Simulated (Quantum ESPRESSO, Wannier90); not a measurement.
**TlCl (rock salt): Wannier90 run**

Cell from Materials Project (mp-569639), symmetrised, no further relaxation. Not found in the COD (Crystallography Open Database) copy used, which has the formula in other groups; not checked further. Level: PBEsol, no spin polarisation, no spin-orbit coupling; pw.x of Quantum ESPRESSO at 50 Ry with PseudoDojo potentials, 8×8×8 k-points, Wannier90. Density: 8×8×8 mesh, cold smearing 0.01 Ry. Spin-orbit coupling is left out although heavy elements are present.

```
begin unit_cell_cart
ang
    0.0000000000    3.2195500000    3.2195500000
    3.2195500000    0.0000000000    3.2195500000
    3.2195500000    3.2195500000    0.0000000000
end unit_cell_cart
mp_grid = 8 8 8
```

Neighbour vectors b of the finite-difference formula (Å⁻¹), by shell:

```csv
shell,b_x,b_y,b_z
1,0.12197,0.12197,-0.12197
1,0.12197,-0.12197,0.12197
1,-0.12197,0.12197,0.12197
1,0.12197,0.12197,0.12197
1,-0.12197,-0.12197,0.12197
1,-0.12197,0.12197,-0.12197
1,0.12197,-0.12197,-0.12197
1,-0.12197,-0.12197,-0.12197
```

Question: Find the weights w_b from the completeness condition Σ_b w_b b_α b_β = δ_αβ.

Answer: Shell 1: Σ b_x² = 0.119, Σ b_y² = 0.119, Σ b_z² = 0.119 Å⁻²
Each of the three diagonal sums, weighted, has to give 1 and the off-diagonal ones 0, which holds for w_1 = 8.40 Å². Check on xx: 8.40×0.119 = 1.00.

On this mesh the 5 functions of bands 1,7-10 (valence bands; start: SCDM (isolated), conv_tol = 1.0e-6) end with spreads 1.4055, 1.4055, 1.4055, 1.4127, 2.1552 Å², Ω_I = 6.9715 Å² and Ω_D = 0.0001 Å².

Ω_total is the sum of the spreads, 7.784 Å². Ω_OD = Ω_total − Ω_I − Ω_D = 0.813 Å². Only (Ω_D + Ω_OD)/Ω_total = 10.4 % depends on the gauge, and another start could lower the total by that share at most. The rms radius is √(Ω_total/5) = 1.25 Å.
